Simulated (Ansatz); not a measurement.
Ta2SiN:
```yaml
crystal:
  lattice:
    - [3.22379, 0.00000, 0.00000]
    - [-1.61190, 2.79189, 0.00000]
    - [0.00000, 0.00000, 12.00974]
  atoms:
    - { symbol: Si, position: [0.33333, 0.66667, 0.75000] }
    - { symbol: Si, position: [0.66667, 0.33333, 0.25000] }
    - { symbol: Ta, position: [0.33333, 0.66667, 0.09577] }
    - { symbol: Ta, position: [0.66667, 0.33333, 0.59577] }
    - { symbol: Ta, position: [0.66667, 0.33333, 0.90423] }
    - { symbol: Ta, position: [0.33333, 0.66667, 0.40423] }
    - { symbol: N, position: [0.00000, 0.00000, 0.00000] }
    - { symbol: N, position: [0.00000, 0.00000, 0.50000] }
```

Relaxed with r²SCAN. Special points in fractions of this cell's reciprocal vectors: Γ (0.000, 0.000, 0.000); M (0.500, 0.000, 0.000); K (0.333, 0.333, 0.000); A (0.000, 0.000, 0.500); L (0.500, 0.000, 0.500); H (0.333, 0.333, 0.500).

List the band energies nearest the Fermi level at these points for plane-wave PAW r²SCAN with spin–orbit coupling (Ansatz code).

In eV from the Fermi level; about four levels below and three above (degenerate sets whole), none deeper than 8.9 eV; points with the same levels are listed once.

```json
[
 {"k": "Γ", "below": "-0.54 -0.54 -0.31 -0.31", "above": "0.05 0.05 0.29 0.29"},
 {"k": "M", "below": "-0.93 -0.93 -0.34 -0.34", "above": "0.20 0.20 0.65 0.65"},
 {"k": "K", "below": "-0.49 -0.49 -0.44 -0.44", "above": "0.34 0.34 0.37 0.37"},
 {"k": "A", "below": "-0.04 -0.04 -0.04 -0.04", "above": "0.03 0.03 0.03 0.03"},
 {"k": "L", "below": "-0.67 -0.67 -0.67 -0.67", "above": "0.44 0.44 0.44 0.44"},
 {"k": "H", "below": "-0.79 -0.79 -0.61 -0.61", "above": "0.47 0.47 0.51 0.51"}
]
```

Space group P6_3/mmc. The start of the workflow was typed in or built on a structure type; neither database checked (COD, Materials Project) lists it. Its standing as an ambient phase is unchecked. The r²SCAN relaxation kept the symmetry of its start; its stability against distortions is not shown here. No spin polarisation was allowed.

Potentials: the earlier of the program's two PAW sets.
